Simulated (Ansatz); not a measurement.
MgS

Computed with Ansatz (plane waves, PAW, 420 eV cutoff): PBEsol, scalar-relativistic, no spin polarisation, 10×10×10 k-mesh, Gaussian smearing of 0.05 eV; PAW files: Ansatz's generated set soft_2.

```xyz
2
Lattice="0.0000 2.5910 2.5910 2.5910 0.0000 2.5910 2.5910 2.5910 0.0000" Properties=species:S:1:pos:R:3 pbc="T T T"
Mg    0.0000    0.0000    0.0000
S     2.5910    2.5910    2.5910
```

The chain of runs began from a cell as deposited in COD, expanded in volume.

The cell is relaxed to zero pressure at this level.

Elastic constants come from the stress of slightly strained cells with relaxed atoms, in GPa, Voigt order xx, yy, zz, yz, xz, xy in the Cartesian frame of the vectors above.

(1) Give the elastic tensor.

Answer:

(1) 
```
152  41  41   0   0   0
 41 152  41   0   0   0
 41  41 152   0   0   0
  0   0   0  54   0   0
  0   0   0   0  54   0
  0   0   0   0   0  54
```

Is the crystal mechanically stable, and what are its polycrystalline moduli?

Stable against homogeneous strain: the smallest eigenvalue of the tensor is 54 GPa. Hill averages: K = 78 GPa, G = 55 GPa, E = 133 GPa, ν = 0.22.

For a cubic crystal three numbers say it all: C11 = 152.5, C12 = 40.9, C44 = 54.2 GPa. K = (C11 + 2C12)/3 = 78.1 GPa. The two shear moduli are C44 and C′ = (C11 − C12)/2 = 55.8 GPa, so Zener's ratio C44/C′ is 0.97: nearly isotropic. The Cauchy pressure C12 − C44 is -13 GPa; pair forces would make it zero if every atom sat on a centre of inversion, as here, and a negative value is usually read as directional bonding.

The equation of state, an independent route, gives B0 = 78 GPa, against 78 GPa here.

